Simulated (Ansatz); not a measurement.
**YMn2: energy against total moment**

The calculation used Ansatz 0.2.0, DFT PBE, scalar-relativistic, plane waves, PAW.

```xyz
6
Lattice="0.0000 3.8300 3.8300 3.8300 0.0000 3.8300 3.8300 3.8300 0.0000" Properties=species:S:1:pos:R:3 pbc="T T T"
Y     3.8300    3.8300    3.8300
Y     5.7450    5.7450    5.7450
Mn    0.9575    0.9575    0.9575
Mn    0.9575    2.8725    2.8725
Mn    2.8725    2.8725    0.9575
Mn    2.8725    0.9575    2.8725
```

The plane-wave cutoff is 420 eV, the Γ-centred k-mesh is 8×8×8 and the occupation rule is Gaussian smearing, 0.1 eV.

The total moment of the cell is held at each value, at fixed atoms.

Site moments are spin moments in atom-centred spheres that scale with the neighbour distance.

```tsv
held moment (μB/cell)	E above lowest (meV/atom)	P (GPa)	site moments (μB)
0.00	58.8	-17.3	none over 0.05
2.50	36.7	-16.0	Y -0.18 (×2), Mn +0.83 (×4)
5.00	8.8	-13.9	Y -0.25 (×2), Mn +1.47 (×4)
7.50	0.0	-10.7	Y -0.28 (×2), Mn +2.06 (×4)
10.00	1.7	-4.7	Y -0.36 (×2), Mn +2.72 (×4)
12.50	8.3	0.9	Y -0.29 (×2), Mn +3.20 (×4)
15.00	121.5	5.3	Mn +3.46 (×4)
17.50	329.8	11.0	Y +0.25 (×2), Mn +3.75 (×4)
20.00	604.1	16.7	Y +0.56 (×2), Mn +4.01 (×4)
```

Cost: 9 runs of about 3.3 core-minutes in all, on Arm Neoverse V2 (shared hosts).